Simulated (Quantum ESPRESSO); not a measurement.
Field gradients of Li$_{8}$SO$_{3}$ from PBE PAW (JTH datasets; density from pw.x of a modified build of Quantum ESPRESSO, gradients reconstructed from it by a script). The input of pw.x:

```
&CONTROL
  calculation = 'scf'
  prefix = 'x'
  pseudo_dir = './pseudo'
  outdir = './out'
  tprnfor = .true.
/
&SYSTEM
  ibrav = 0
  nat = 12
  ntyp = 3
  ecutwfc = 45
  ecutrho = 180
  occupations = 'fixed'
  nbnd = 28
/
&ELECTRONS
  conv_thr = 1e-11
/
ATOMIC_SPECIES
Li 6.940 Li.GGA_PBE-JTH.UPF
S 32.060 S.GGA_PBE-JTH.UPF
O 15.999 O.GGA_PBE-JTH.UPF
CELL_PARAMETERS angstrom
    4.923480409000     0.000000000000     0.000000000000
    0.000000000000     4.923480409000     0.000000000000
    0.000000000000     0.000000000000     4.923480409000
ATOMIC_POSITIONS crystal
Li     0.264272261900     0.264272261900     0.735727738100
Li     0.264272261900     0.735727738100     0.735727738100
S      0.000000000000     0.000000000000     0.000000000000
Li     0.264272261900     0.735727738100     0.264272261900
Li     0.264272261900     0.264272261900     0.264272261900
O      0.000000000000     0.500000000000     0.500000000000
Li     0.735727738100     0.264272261900     0.264272261900
Li     0.735727738100     0.735727738100     0.264272261900
O      0.500000000000     0.000000000000     0.500000000000
Li     0.735727738100     0.735727738100     0.735727738100
Li     0.735727738100     0.264272261900     0.735727738100
O      0.500000000000     0.500000000000     0.000000000000
K_POINTS automatic
5 5 5 0 0 0
```
The cell was made here from a computed Materials Project entry: one of 4 O replaced by S, cell and atoms relaxed (PBE without dispersion, pw.x of Quantum ESPRESSO, symmetry kept). The parent is Li2O in Fm-3m. The swapped cell is a model, not a known phase. Stability against distortions was not tested.

Vzz is the sum of three terms, each taken along its main axis: the smooth valence density, the ions (nucleus and frozen core) with the augmentation charges of all other spheres, and the all-electron minus smooth density in the atom's own sphere. The split hangs on the datasets.  Cores are frozen. Against all-electron runs on small test molecules, this scheme's |Vzz| missed by −2 to +6 % on O.

```
site                smooth valence density  ions and other spheres  own sphere  Vzz (a.u.)
------------------  ----------------------  ----------------------  ----------  ----------
O (atoms 6, 9, 12)                   0.034                   0.031           …           …
```

### Question
Fill in the missing entries.

### Answer

- O (atoms 6, 9, 12), own sphere: 0.218
- O (atoms 6, 9, 12), Vzz (a.u.): 0.283
